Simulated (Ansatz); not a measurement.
LaOF (space group R-3m)

```
CELL_PARAMETERS angstrom
      2.00661     1.15851     6.68924
     -2.00661     1.15851     6.68924
      0.00000    -2.31703     6.68924
ATOMIC_POSITIONS crystal
  La 0.74176 0.74176 0.74176
  La 0.25824 0.25824 0.25824
  O  0.62311 0.62311 0.62311
  O  0.37689 0.37689 0.37689
  F  0.87102 0.87102 0.87102
  F  0.12898 0.12898 0.12898
```

The volume is varied about the relaxed value V₀ at fixed cell shape. The atoms relax within the cell's symmetry.

All values below come from PBEsol (plane waves to 420 eV, PAW, scalar-relativistic; Ansatz, a program for electronic structure). k mesh 10×10×10 (Γ-centred), Fermi-Dirac smearing 0.05 eV. Compression counts positive. LaOF is run without spin polarisation. LaOF was relaxed with its symmetry unable to fall.

At one point of the scan the stress tensor (GPa) is:

```
   11.5      0.0      0.0
    0.0     11.5      0.0
    0.0      0.0     11.0
```

Which point is it?
(A) V/V₀ = 0.925
(B) V/V₀ = 0.950
(C) V/V₀ = 0.900
(D) V/V₀ = 0.975

A, V/V₀ = 0.925

(A scan under strain: stresses follow from slopes of the energy per volume, elastic moduli from its curvatures.)
